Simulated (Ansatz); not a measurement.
Here is the system:

AlAs:
```
AlAs
1.0
    0.00000     2.83727     2.83727
    2.83727     0.00000     2.83727
    2.83727     2.83727     0.00000
As Al
1 1
Direct
  0.75000   0.75000   0.75000
  0.00000   0.00000   0.00000
```

This is the PBEsol-relaxed structure. Cartesian axes are those of the cell as given.

### Question
All from PBEsol in the plane-wave PAW code Ansatz, unless another level is named. Give the piezoelectric stress constants (proper, relaxed ions, C/m²).

### Answer
e14 = e25 = e36 = 0.05.

### Question
And the Debye temperature from the elastic constants?

### Answer
382 K.

### Question
And the elastic constants (relaxed ions, GPa)?

### Answer
C11 = 108, C12 = 54.4, C44 = 51.5.

Space group F-43m (zinc blende). Symmetry was held in the PBEsol relaxation.

Potentials: the later of the program's two PAW sets.
